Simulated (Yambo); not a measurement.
```xyz
8
Lattice="4.1086 0.0000 0.0000 0.0000 4.1086 0.0000 0.0000 0.0000 9.1301" Properties=species:S:1:pos:R:3 pbc="T T T"
F      2.0543     2.0543     0.0000
F      0.0000     0.0000     0.0000
S      0.0000     2.0543     2.8147
S      2.0543     0.0000     6.3154
Sr     0.0000     2.0543     7.7053
Sr     2.0543     0.0000     1.4248
Ag     2.0543     2.0543     4.5651
Ag     0.0000     0.0000     4.5651
```

SrAgSF (space group P4/nmm, No. 129): mean Im ε in 1 eV windows above the direct gap of 2.20 eV, for different electron-hole kernels (Yambo, broadening 0.15 eV, norm-conserving PBEsol (Quantum ESPRESSO, 84 Ry, scalar-relativistic) bands; 4×4×2 mesh, 22 valence and 12 conduction bands, static screening with 99 bands and a 3 Ry block, scissor 1.10 eV, Tamm-Dancoff; field along x).

```tsv
window (eV)	independent quasiparticles	RPA (no attraction)	BSE
2.2 to 3.2	1.7	1.6	2.1
3.2 to 4.2	1.8	1.7	2.1
4.2 to 5.2	2.2	1.8	7.2
5.2 to 6.2	8.2	6.4	5.7
6.2 to 7.2	5.8	4.9	5.5
7.2 to 8.2	6.0	5.5	3.2
```

This run doesn't resolve bound excitons or single peaks, so only averages are given, and they too depend on the mesh; weight that the attraction moves below the gap isn't listed. All transitions below 8.50 eV are in the band window. The scissor comes from a G0W0 run whose convergence isn't established.

Spin-orbit splittings are left out.

Geometry of the Materials Project entry, not relaxed at this level.

The structure is a Materials Project entry; no match was found in the copy of COD used, and its stability was not checked.
